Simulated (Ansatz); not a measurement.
One stationary structure of GaN. Space group P6₃mc (No. 186), AFLOW prototype AB_hP12_186_a2b_a2b (B6, as in SiC). Computed with PBEsol (plane waves to 420 eV, PAW, scalar-relativistic; Ansatz, a quantum-chemistry and plane-wave program).

```xyz
12
Lattice="3.1811 0.0000 0.0000 -1.5905 2.7549 0.0000 0.0000 0.0000 15.5726" Properties=species:S:1:pos:R:3 pbc="T T T"
Ga     0.0000     0.0000    15.5688
Ga     0.0000     0.0000     7.7825
Ga     1.5905     0.9183    12.9764
Ga     0.0000     1.8366     5.1901
Ga     1.5905     0.9183     2.5939
Ga     0.0000     1.8366    10.3802
N      0.0000     0.0000    13.6204
N      0.0000     0.0000     5.8341
N      1.5905     0.9183    11.0266
N      0.0000     1.8366     3.2403
N      1.5905     0.9183     0.6444
N      0.0000     1.8366     8.4307
```

Problem. Give the band gap at the level PBEsol.

Solution. 1.76 eV, direct at Γ (no spin-orbit coupling).

No spin polarisation in the result.

The run could not lose the symmetry of its start; a randomly shaken copy of 12 atoms returns to this structure.

The first start was generated by placing the elements on the sites of a structure type. A measured structure of GaN has the same space group, P6₃mc (No. 186); the sites were not compared with it.
